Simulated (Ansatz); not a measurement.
Input and command of a plane-wave DFT calculation in Ansatz:

```yaml
crystal:
  lattice:
    - [5.840544915, 0.0, 0.0]
    - [0.0, 5.840544915, 0.0]
    - [0.0, 0.0, 5.647499844]
  atoms:
    - { symbol: Sr, position: [0.0, 0.5, 0.5] }
    - { symbol: Sr, position: [0.5, 0.0, 0.5] }
    - { symbol: Sr, position: [0.5, 0.5, 0.0] }
    - { symbol: Br, position: [0.0, 0.0, 0.0] }
basis:
  ecutwfc: 420
kpoints:
  mp_grid: { grid: [8, 8, 8] }
hamiltonian:
  xc: pbe
scf:
  occupations: { method: gaussian, width: 0.1 }
output:
  forces: true
  stress: true
  eigenvalues: true
relax:
  adjacent_minimum: "off"
  f_tol: 0.01
  max_steps: 80
  cell: { stress_tol: 0.05 }
```

```bash
ansatz run input.yaml --threads 1 --pin off --max-ram 2560MiB --backend cpu --events-out ev --progress --plain --runs-dir out
```

Processor: Intel(R) Xeon(R) Platinum 8259CL CPU @ 2.50GHz (Skylake/Cascade Lake), 1 thread, on a host shared with other jobs.

**Question.** Estimate time, memory and problem size.

**Answer.** About 3.5 min on 1 thread of Intel(R) Xeon(R) Platinum 8259CL CPU @ 2.50GHz (Skylake/Cascade Lake) (shared host), peak memory 0.61 GiB. It solves 23 bands at 75 k points (the mesh reduced by the symmetry that the task leaves, which can be less than the crystal's) with about 3767 plane waves (on the last cell), in 77 SCF iterations over 12 ionic steps.
